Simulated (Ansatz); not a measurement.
## Property card for BaTiO$_{3}$

BaTiO$_{3}$:
```
BaTiO3
1.0
    2.84031     1.63986     2.33133
   -2.84031     1.63986     2.33133
    0.00000    -3.27971     2.33133
Ba Ti O
1 1 3
Direct
  0.00124   0.00124   0.00124
  0.51468   0.51468   0.51468
  0.48825   0.97868   0.48825
  0.48825   0.48825   0.97868
  0.97868   0.48825   0.48825
```

Space group R3m (No. 160); conventional cell a = 5.681 Å, b = 5.681 Å, c = 6.994 Å, α = 90.00°, β = 90.00°, γ = 120.00°.

Method: DFT-r²SCAN in the program Ansatz with PAW potentials. Structure relaxed to zero pressure with the same functional. Other levels are named where they apply.

Cell and energy:

```json
{
 "volume_per_atom": "13.03 Å³",
 "density": "5.94 g/cm³",
 "Formation energy from the elements (no fitted shifts)": "-3379 meV/atom"
}
```

Electronic structure:

```json
{
 "band_gap": "2.87 eV (indirect)",
 "valence_band_maximum": "at T",
 "conduction_band_minimum": "off the standard path, at k = (-0.052, 0.010, 0.010) in fractions of the reciprocal vectors",
 "smallest_direct_gap_on_the_standard_path": "3.24 eV",
 "electron_effective_mass": "0.92, 1.4, 5.1 mₑ (principal values)",
 "Electron effective mass with spin–orbit coupling": "0.98, 1.8, 1.8 mₑ (principal values)",
 "hole_effective_mass": "1.3, 1.3, 2.3 mₑ (principal values)",
 "HSE06 gap on the r²SCAN cell": "3.96 eV",
 "Gap with spin–orbit coupling": "2.86 eV"
}
```

Mechanics:

```json
{
  "Bulk modulus (Birch–Murnaghan fit)": "116 GPa",
  "Pressure derivative B′": "7.3",
  "Elastic constants (relaxed ions, GPa)": "C11 = 260, C12 = 72.6, C13 = 33.1, C14 = -45.6, C33 = 241, C44 = 40.5",
  "mechanical_stability": "stable (all eigenvalues of C positive)",
  "hill_bulk_and_shear_moduli": "115 and 53.4 GPa",
  "Young's modulus": "139 GPa",
  "Poisson's ratio": "0.30",
  "debye_temperature_from_the_elastic_constants": "424 K",
  "Piezoelectric stress constants (proper, relaxed ions, C/m²)": "e15 = e24 = 4.30, e16 = e21 = 2.11, e22 = -2.11, e31 = e32 = 2.23, e33 = 3.48"
}
```

Dielectric response:

```json
{
  "Electronic dielectric constant ε∞ (DFPT)": "5.42 (xx = yy), 4.92 (zz)",
  "Static dielectric constant ε0 (ions relaxed, cell fixed)": "46.8 (xx = yy), 24.0 (zz)",
  "Born charges (a third of the trace)": "Ba +2.77, Ti +5.96, O -2.91 e",
  "Largest static χ(2) component": "42 pm/V"
}
```

Phonons:

```json
{
  "Highest zone-centre frequency (without LO–TO term)": "540 cm^-1",
  "zone_centre_stability": "no imaginary mode at Γ"
}
```

Charges:

```json
{
  "bader_charges": "Ba +1.58, Ti +2.29, O -1.29 e"
}
```

This is a known low-temperature phase of the composition, computed here at zero pressure and temperature. The cell was relaxed with r²SCAN under the symmetry of its start. The run is not spin-polarised. Signs of piezoelectric constants follow the polarity of the cell as given. The references are the lowest solids computed at this level, not always the standard phases (solids in place of the gases). Scalar-relativistic: spin–orbit coupling is off unless named, which matters more the heavier the elements.

Potentials: the earlier of the program's two PAW sets. The files were generated under PBE; for other functionals the program regenerates the frozen cores, and for LDA and PBEsol the local potential too.
